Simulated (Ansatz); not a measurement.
Ir (fcc (Cu type), Fm-3m) at seven volumes, plane-wave PAW PBEsol (Ansatz code), scaled uniformly. One row is withheld.

```tsv
V (Å³/atom)	P (GPa)
12.782	46.22
13.203	27.98
13.625	12.73
14.046	0.00
14.468	?
14.889	-19.47
15.310	-26.81
```

**Question.** Fit the shown pressures and predict the withheld one.

**Answer.** Third-order Birch–Murnaghan: P = (3/2)B₀(x^(7/2) − x^(5/2))[1 + (3/4)(B′ − 4)(x − 1)] with x = (V₀/V)^(2/3). Least squares on the six rows gives V₀ = 14.047 Å³/atom, B₀ = 386.5 GPa, B′ = 5.02. At V = 14.468, x = 0.9805 and P = -10.60 GPa. The run itself gave -10.62 GPa.

The PBEsol relaxation kept the symmetry of its start. The run is not spin-polarised. Scalar-relativistic: spin–orbit coupling is off unless named, which matters more the heavier the elements.

Potentials: the earlier of the program's two PAW sets. The files were generated under PBE; for other functionals the program regenerates the frozen cores, and for LDA and PBEsol the local potential too.
